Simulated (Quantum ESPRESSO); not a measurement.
## Band energies of InAlSb2

```
InAlSb2
1.0
    4.48110     0.00000     0.00000
    0.00000     4.48110     0.00000
    0.00000     0.00000     6.31509
Al In Sb
1 1 2
Direct
  0.00000   0.00000   0.00000
  0.50000   0.50000   0.50000
  0.00000   0.50000   0.23337
  0.50000   0.00000   0.76663
```

norm-conserving PBEsol (Quantum ESPRESSO, 80 Ry, with spin-orbit coupling); path ΓXMΓZRAZ,XR,MA; energies in eV from the valence-band maximum.

| k (1/Å) | point | band 46 | band 47 | band 48 | band 49 | band 50 | band 51 | band 52 | band 53 |
|---|---|---|---|---|---|---|---|---|---|
| 0.00 | Γ | 0.00 | 0.27 | 0.27 | 1.04 | 1.04 | 1.10 | 1.10 | 2.61 |
| 0.47 |  | -0.65 | 1.41 | 1.42 | 1.98 | 2.06 | 3.40 | 3.41 | 3.44 |
| 0.70 | X | -1.06 | 1.67 | 1.67 | 2.27 | 2.27 | 4.05 | 4.05 | 4.21 |
| 1.05 |  | -2.06 | 1.67 | 1.79 | 1.83 | 1.89 | 2.18 | 2.25 | 2.77 |
| 1.40 | M | -2.31 | 0.61 | 0.61 | 0.95 | 0.95 | 0.99 | 0.99 | 1.56 |
| 1.62 |  | -2.15 | 0.86 | 0.87 | 1.26 | 1.30 | 1.66 | 1.71 | 2.12 |
| 2.17 |  | -0.49 | 1.58 | 1.61 | 1.63 | 1.63 | 1.72 | 1.83 | 2.35 |
| 2.39 | Γ | 0.00 | 0.27 | 0.27 | 1.04 | 1.04 | 1.10 | 1.10 | 2.61 |
| 2.64 |  | -0.60 | 0.86 | 0.86 | 1.39 | 1.39 | 2.02 | 2.02 | 2.34 |
| 2.89 | Z | -1.36 | 1.13 | 1.13 | 1.39 | 1.39 | 2.40 | 2.40 | 2.72 |
| 3.19 |  | -1.20 | 1.48 | 1.56 | 1.84 | 1.94 | 2.94 | 3.06 | 3.11 |
| 3.59 | R | -0.81 | 0.43 | 0.43 | 0.73 | 0.73 | 3.19 | 3.19 | 3.41 |
| 3.69 |  | -1.00 | 0.75 | 0.80 | 1.01 | 1.04 | 3.24 | 3.25 | 3.34 |
| 4.19 |  | -2.63 | 3.06 | 3.15 | 3.37 | 3.49 | 3.61 | 3.69 | 3.74 |
| 4.29 | A | -2.93 | 3.38 | 3.38 | 3.70 | 3.70 | 3.76 | 3.76 | 3.95 |
| 4.56 |  | -1.91 | 2.26 | 2.31 | 2.51 | 2.53 | 3.99 | 4.02 | 4.08 |
| 5.01 |  | -1.09 | 1.99 | 2.16 | 2.27 | 2.44 | 2.48 | 2.54 | 2.92 |
| 5.28 | Z | -1.36 | 1.13 | 1.13 | 1.39 | 1.39 | 2.40 | 2.40 | 2.72 |
| 5.28 | X | -1.06 | 1.67 | 1.67 | 2.27 | 2.27 | 4.05 | 4.05 | 4.21 |
| 5.38 |  | -1.05 | 1.64 | 1.64 | 2.16 | 2.16 | 3.84 | 3.84 | 3.88 |
| 5.78 | R | -0.81 | 0.43 | 0.43 | 0.73 | 0.73 | 3.19 | 3.19 | 3.41 |
| 5.78 | M | -2.31 | 0.61 | 0.61 | 0.95 | 0.95 | 0.99 | 0.99 | 1.56 |
| 6.28 | A | -2.93 | 3.38 | 3.38 | 3.70 | 3.70 | 3.76 | 3.76 | 3.95 |

The PBEsol gap is direct, 0.27 eV at Γ.

So small a PBEsol gap in heavy elements may be inverted, where one-shot corrections to single bands mislead.

Geometry relaxed with PBEsol.

The structure is a Materials Project entry; no match was found in the copy of COD used, and its stability was not checked.
